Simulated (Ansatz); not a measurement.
Theory: DFT PBE, scalar-relativistic, plane waves, PAW in Ansatz 0.2.0. All cells share a 420 eV cutoff and Γ-centred k meshes spaced at most about 0.3 Å⁻¹ (about 0.25 or finer for metals, 2π included). No spin polarisation in the final relaxations.

All energies are static (0 K, no zero-point motion).

Two relaxed structures of SiB₄C:

1.

```
CELL_PARAMETERS angstrom
2.96265 0.00000 0.00000
-1.48133 2.56573 0.00000
0.00000 0.00000 6.32158
ATOMIC_POSITIONS crystal
Si 0.00000 0.00000 0.50000
B 0.33333 0.66667 0.75964
B 0.33333 0.66667 0.24036
B 0.66667 0.33333 0.75964
B 0.66667 0.33333 0.24036
C 0.00000 0.00000 0.00000
```

2.

```
CELL_PARAMETERS angstrom
2.80355 0.00000 0.00000
0.00000 2.80355 0.00000
0.00000 0.00000 5.64193
ATOMIC_POSITIONS crystal
Si 0.50000 0.50000 0.50000
B 0.50000 0.00000 0.78354
B 0.00000 0.50000 0.21646
B 0.50000 0.00000 0.21646
B 0.00000 0.50000 0.78354
C 0.00000 0.00000 0.00000
```

Problem. Which form is favoured at zero pressure, and by what margin per atom?

Solution. Cell 2 is lower, by 131 meV/atom. Cell 1 has space group P6/mmm (No. 191), 8.0 Å³/atom and no gap on its mesh; cell 2 has space group P4/mmm (No. 123), 7.4 Å³/atom and no gap. Counting B or Si atoms around C (for each partner element, those within 1.25 times its shortest distance or 1.15 times the sum of covalent radii, where it is the nearest in units of that sum or under 1.3; the shortest distance is added where it is long for a bond), cell 1 has C 12 from 2.3 Å and cell 2 has C 8. Cell 1 and cell 2 both hold B–B nets. The denser one is the lower, and pressure would at first widen the difference. Even the lower one lies +1.15 eV/atom against the reference forms of the elements (uncorrected), so neither is stable at this level. In cell 1, Si has 12 B at 2.37 Å; B has 3 B at 1.71 Å, 3 C at 2.29 Å and 3 Si at 2.37 Å; around C lie 12 B at 2.29 Å (long contacts). In cell 2, Si has 8 B at 2.13 Å; B is surrounded by 2 C at 1.86 Å, 4 B at 1.98 Å and 2 Si at 2.13 Å; C is surrounded by 8 B at 1.86 Å. Both come from invented guesses.

Weakly bound directions are ill-defined at this level, which has no dispersion term (P6/mmm), and this can change margins and order among such cells. Cells relaxed within their symmetry can be saddle points.
